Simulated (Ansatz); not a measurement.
**What DFT gives for LaAl₂BRu₂**

```
La B Al Ru
1.0
     4.20981    0.00000    0.00000
     0.00000    4.20981    0.00000
     0.00000    0.00000    5.66037
La B Al Ru
1 1 2 2
Direct
  0.00000 0.00000 0.50000
  0.00000 0.00000 0.00000
  0.50000 0.50000 0.25370
  0.50000 0.50000 0.74630
  0.00000 0.50000 0.00000
  0.50000 0.00000 0.00000
```

Level: r2SCAN, no spin polarisation; 500 eV; 8×8×6 Γ-centred mesh; fermi-dirac occupations (width 0.1 eV); Ansatz 0.2.0, fixed geometry.

Question: Which atom feels the largest force, and which way?

Answer: The largest is on Al3 (and as large on other atoms): 0.21 eV/Å, components (0.00, 0.00, -0.21). It makes 56° with the line to a nearest neighbour, Ru5 at 2.55 Å.

Question: What does the stress say?

Answer: The pressure is 0.4 GPa (compression positive), so with the atoms held at these fractions the cell is close to zero pressure.

Question: What happens at the Fermi level?

Answer: It is a metal, with about 1.8 states/eV a cell as the mean within 0.25 eV of the Fermi level, mostly Ru d (36 %), La d (27 %) and Al p (23 %).

Question: Is it stable against the elements?

Answer: -0.68 eV an atom against the elements' usual phases (free molecules for gases, crystals otherwise, with no correction for O₂ or N₂), so it is bound against them; other compounds may still compete. Relaxing would lower it.

Origin: a database entry at a rescaled volume. Caveats: f levels without a U or exact exchange are poorly placed.
